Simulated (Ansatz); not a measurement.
Ti₃GeC₂:
```cif
data_C4Ge2Ti6
_chemical_formula_sum 'Ti6 Ge2 C4'
_space_group_name_H-M_alt 'P63/mmc'
_space_group_IT_number 194
_space_group_name_Hall '-P 6c 2c'
_cell_length_a 3.09032
_cell_length_b 3.09032
_cell_length_c 17.79589
_cell_angle_alpha 90.000
_cell_angle_beta 90.000
_cell_angle_gamma 120.000
loop_
_atom_site_label
_atom_site_type_symbol
_atom_site_symmetry_multiplicity
_atom_site_Wyckoff_symbol
_atom_site_fract_x
_atom_site_fract_y
_atom_site_fract_z
_atom_site_occupancy
Ti1 Ti 4 f 0.33333 0.66667 0.13293 1
Ti2 Ti 2 a 0.00000 0.00000 0.00000 1
Ge1 Ge 2 b 0.00000 0.00000 0.25000 1
C1 C 4 f 0.66667 0.33333 0.07201 1
```

Relaxed with r²SCAN.

Q: Which orbitals make up the states near the Fermi level in r²SCAN (plane waves, PAW; program Ansatz)?

A: Within 0.5 eV of the Fermi level: Ti 3d 84 %, Ge 4p 8 %. Projections are on Löwdin-orthogonalised atomic valence shells; empty p or d shells of many metals are not among them.

Q: Tabulate the density of states.

A: States/eV per cell of 12 atoms, in 0.25 eV bins, energy from the Fermi level.

| E (eV) | total | Ti 3d | C 2p | Ge 4p |
|---|---|---|---|---|
| -7.85 | 1.19 | 0.16 | 0.01 | 0.07 |
| -7.60 | 0.81 | 0.12 | 0.00 | 0.04 |
| -7.35 | 0.56 | 0.09 | 0.00 | 0.01 |
| -7.10 | 0.00 | 0.00 | 0.00 | 0.00 |
| -6.85 | 0.00 | 0.00 | 0.00 | 0.00 |
| -6.60 | 0.00 | 0.00 | 0.00 | 0.00 |
| -6.35 | 0.13 | 0.03 | 0.05 | 0.02 |
| -6.10 | 0.62 | 0.16 | 0.22 | 0.10 |
| -5.85 | 1.81 | 0.50 | 0.73 | 0.19 |
| -5.60 | 2.56 | 0.74 | 1.10 | 0.19 |
| -5.35 | 3.51 | 1.03 | 1.52 | 0.30 |
| -5.10 | 5.62 | 1.66 | 2.45 | 0.54 |
| -4.85 | 4.01 | 1.10 | 1.53 | 0.71 |
| -4.60 | 6.94 | 1.77 | 2.83 | 1.22 |
| -4.35 | 6.35 | 1.60 | 3.06 | 0.77 |
| -4.10 | 5.96 | 1.31 | 2.96 | 1.06 |
| -3.85 | 6.76 | 2.04 | 2.93 | 1.10 |
| -3.60 | 7.46 | 2.74 | 3.68 | 0.51 |
| -3.35 | 12.17 | 5.10 | 5.85 | 0.67 |
| -3.10 | 18.86 | 8.22 | 8.91 | 1.10 |
| -2.85 | 10.55 | 4.40 | 4.50 | 1.19 |
| -2.60 | 5.66 | 2.45 | 1.97 | 0.95 |
| -2.35 | 12.30 | 5.30 | 2.77 | 3.69 |
| -2.10 | 8.88 | 3.87 | 2.77 | 1.92 |
| -1.85 | 3.84 | 1.62 | 0.89 | 1.15 |
| -1.60 | 3.14 | 1.96 | 0.33 | 0.70 |
| -1.35 | 3.43 | 2.48 | 0.20 | 0.61 |
| -1.10 | 3.07 | 2.27 | 0.17 | 0.50 |
| -0.85 | 2.44 | 1.89 | 0.10 | 0.34 |
| -0.60 | 2.09 | 1.71 | 0.07 | 0.23 |
| -0.35 | 2.70 | 2.25 | 0.12 | 0.23 |
| -0.10 | 3.44 | 2.85 | 0.16 | 0.28 |
| 0.15 | 4.26 | 3.54 | 0.20 | 0.34 |
| 0.40 | 4.32 | 3.65 | 0.19 | 0.35 |
| 0.65 | 5.31 | 4.32 | 0.29 | 0.50 |
| 0.90 | 6.58 | 5.23 | 0.44 | 0.60 |
| 1.15 | 9.10 | 7.63 | 0.45 | 0.66 |
| 1.40 | 8.95 | 7.46 | 0.56 | 0.61 |
| 1.65 | 11.91 | 9.97 | 0.80 | 0.67 |
| 1.90 | 8.12 | 6.81 | 0.46 | 0.49 |
| 2.15 | 7.89 | 6.63 | 0.39 | 0.53 |
| 2.40 | 9.34 | 7.95 | 0.47 | 0.48 |
| 2.65 | 19.33 | 17.22 | 0.80 | 0.65 |
| 2.90 | 13.47 | 11.75 | 0.56 | 0.58 |
| 3.15 | 12.08 | 9.55 | 0.84 | 0.70 |
| 3.40 | 8.44 | 6.44 | 0.89 | 0.60 |
| 3.65 | 10.27 | 7.11 | 1.75 | 0.68 |
| 3.90 | 10.92 | 6.93 | 2.14 | 0.98 |
| 4.15 | 7.48 | 4.44 | 1.44 | 0.78 |
| 4.40 | 9.11 | 4.92 | 2.18 | 1.04 |

Space group P6_3/mmc. The first step of the workflow began from a Materials Project structure, measured or hypothetical; the Crystallography Open Database copy checked does not list it. Its standing as an ambient phase is unchecked. The r²SCAN relaxation kept the symmetry of its start; its stability against distortions is not shown here. The run is not spin-polarised. Spin–orbit coupling is left out wherever it is not named.

Potentials: the later of the program's two PAW sets.
